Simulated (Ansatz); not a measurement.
ZnS:
```
CELL_PARAMETERS angstrom
      3.80907     0.00000     0.00000
     -1.90453     3.29875     0.00000
      0.00000     0.00000    18.69044
ATOMIC_POSITIONS crystal
  Zn 0.33333 0.66667 0.83328
  Zn 0.66667 0.33333 0.33328
  Zn 0.66667 0.33333 0.66682
  Zn 0.33333 0.66667 0.16682
  Zn 0.00000 0.00000 0.50003
  Zn 0.00000 0.00000 0.00003
  S  0.33333 0.66667 0.95813
  S  0.66667 0.33333 0.45813
  S  0.66667 0.33333 0.79164
  S  0.33333 0.66667 0.29164
  S  0.00000 0.00000 0.62511
  S  0.00000 0.00000 0.12511
```

This is the r²SCAN-relaxed structure. Tensor components refer to the Cartesian frame of this cell.

### Question
All from r²SCAN in the plane-wave PAW code Ansatz, unless another level is named. Give the HSE06 gap on the r²SCAN cell.

### Answer
3.40 eV.

### Question
What about the hole effective mass, band 1 of 2 at the edge?

### Answer
1.6 along x, 1.5 along z (mₑ).

### Question
Predict the formation energy from the elements (no fitted shifts).

### Answer
-0.98 eV/atom.

### Question
What about the valence-band maximum?

### Answer
at Γ.

### Question
What about the weight of the valence-edge state by species (Voronoi cells)?

### Answer
S 77 %, Zn 23 %.

Space group P6_3mc (6H polytype). The workflow started from a Materials Project entry (that database holds measured and hypothetical structures alike). Its sites differ from those of the usual phase in this space group: another stacking or structure type. Symmetry was held in the r²SCAN relaxation; its stability against distortions is not shown here. The references are the lowest solids computed at this level, not always the standard phases.

Potentials: the later of the program's two PAW sets.
